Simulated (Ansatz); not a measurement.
Ni (fcc, Cu type)

```xyz
1
Lattice="0.0000 1.7314 1.7314 1.7314 0.0000 1.7314 1.7314 1.7314 0.0000" Properties=species:S:1:pos:R:3 pbc="T T T"
Ni     0.0000     0.0000     0.0000
```

Equation-of-state scan: isotropic scaling of the cell above, V₀ being its volume. Symmetry pins the atoms to their sites.

Level of theory: PBEsol (plane waves to 420 eV, PAW, scalar-relativistic; Ansatz, a program for electronic structure). k mesh 24×24×24 (Γ-centred), Fermi-Dirac smearing 0.05 eV. The energy includes the smearing's −TS. On this mesh the relaxed cell isn't quite at rest: it carries a pressure of 0.2 GPa (compression positive) at the zero of the scan. Ni was relaxed with its symmetry unable to fall. Relaxed Ni ends ferromagnetic. The magnetic order is the one the run started from; other orders were not tried. ΔE is measured from the relaxed starting cell.

**Question.** Estimate the ΔE (meV/atom) and moment (μB/cell) for V/V₀ = 0.872, 0.904, 1.064, 1.096, 1.160.

**Answer.** 
```
V/V₀   ΔE (meV/atom)  moment (μB/cell)
-----  -------------  ----------------
0.872            160              0.56
0.904             84              0.57
1.064             26              0.65
1.096             57              0.66
1.160            141              0.67
```

(Under strain, the slope of the energy per volume gives the stress and its curvature an elastic modulus.)
